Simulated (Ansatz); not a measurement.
Property card for Y

Y (bcc (W type), Im-3m), a = 3.973 Å, b = 3.973 Å, c = 3.973 Å, α = 90.00°, β = 90.00°, γ = 90.00°; the cell used has 1 atom.

Space group Im-3m (No. 229), bcc (W type); conventional cell a = b = c = 3.973 Å, α = β = γ = 90.00°.

Method: plane-wave PAW PBEsol (Ansatz code). Geometry: relaxed at this level of theory. Other levels are named where they apply.

### Cell and energy

```
Quantity             Result
---------------  ----------
Volume per atom    31.35 Å³
Density          4.71 g/cm³
```

### Electronic structure

```
Item                                                                       Result
------------------------------------  -------------------------------------------
Electronic character                                            metallic (no gap)
Density of states at the Fermi level  2.5 states/eV per atom (mean over ±0.08 eV)
Gap with spin–orbit coupling                                      none (metallic)
```

### Mechanics

```
Item                                                                    Value
-------------------------------------  --------------------------------------
Bulk modulus (Birch–Murnaghan fit)                                   40.9 GPa
Pressure derivative B′                                                    3.1
Elastic constants (relaxed ions, GPa)      C11 = 23.6, C12 = 49.1, C44 = 23.2
Mechanical stability                   unstable (C has a negative eigenvalue)
```

### Phonons

```
Property                                             Result
-------------------------------  --------------------------
Dynamical stability on the path  unstable, down to 76i cm⁻¹
```

The start of the workflow was typed in or built on a structure type; neither database checked (COD, Materials Project) lists it. It is not the phase usual at ambient conditions (space group No. 194). Symmetry was held in the PBEsol relaxation. The run is not spin-polarised. As this level gives no gap, shear constants depend on the k-mesh and smearing (Fermi–Dirac, 0.1 eV here). As this level gives no gap, phonon frequencies hold no LO–TO term and depend on the k-mesh and smearing (Fermi–Dirac, 0.1 eV here). Scalar-relativistic: spin–orbit coupling is off unless named, which matters more the heavier the elements.

Potentials: the later of the program's two PAW sets.
